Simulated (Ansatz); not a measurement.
GeSb₂Te₄ in space group R-3m (No. 166; Ge on 3a, Sb on 6c, Te on 6c, Te on 6c) under volume change, DFT-r²SCAN+D4 in the program Ansatz with PAW potentials, shape and atoms relaxed at each volume.

| V (Å³/atom) | E − E(relaxed) (meV/atom) | P (GPa) |
|---|---|---|
| 28.368 | 32.4 | 4.24 |
| 29.303 | 13.0 | 2.48 |
| 30.238 | 2.9 | 1.06 |
| 31.173 | 0.0 | 0.00 |
| 32.108 | 2.2 | -0.70 |
| 33.044 | 7.5 | -1.04 |
| 33.979 | 13.7 | -1.05 |

Problem. What does a third-order Birch–Murnaghan fit give for V₀, B₀ and B′?

Solution. V₀ = 31.21 Å³/atom, B₀ = 25.8 GPa, B′ = 13.2.

The cell was relaxed with r²SCAN+D4 under the symmetry of its start. Spin–orbit coupling is left out wherever it is not named.

Potentials: the later of the program's two PAW sets.
